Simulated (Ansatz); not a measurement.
AlAs (zinc blende)

```
CELL_PARAMETERS angstrom
      0.00000     2.86422     2.86422
      2.86422     0.00000     2.86422
      2.86422     2.86422     0.00000
ATOMIC_POSITIONS crystal
  As 0.75000 0.75000 0.75000
  Al 0.00000 0.00000 0.00000
```

E(V) scan at fixed shape, V₀ the volume above. Symmetry pins the atoms to their sites.

These are PBE (plane waves to 420 eV, PAW, scalar-relativistic; Ansatz, a quantum-chemistry and plane-wave program) values and carry that method's errors. k mesh 10×10×10 (Γ-centred), Fermi-Dirac smearing 0.05 eV. E stands for the smeared free energy. Stress and pressure are positive under compression. AlAs was relaxed with its symmetry unable to fall. The zero of ΔE is the relaxed starting cell.

Problem. Predict the ΔE (kJ/mol of atoms) and P (GPa) at V/V₀ = 0.840, 0.867, 0.947, 0.973, 1.107, 1.160.

Solution. 
| V/V₀ | ΔE (kJ/mol of atoms) | P (GPa) |
|---|---|---|
| 0.840 | 16.50 | 16.9 |
| 0.867 | 10.86 | 13.0 |
| 0.947 | 1.49 | 4.1 |
| 0.973 | 0.36 | 1.9 |
| 1.107 | 4.51 | -5.5 |
| 1.160 | 9.31 | -7.2 |

(Under strain, the slope of the energy per volume gives the stress and its curvature an elastic modulus.)
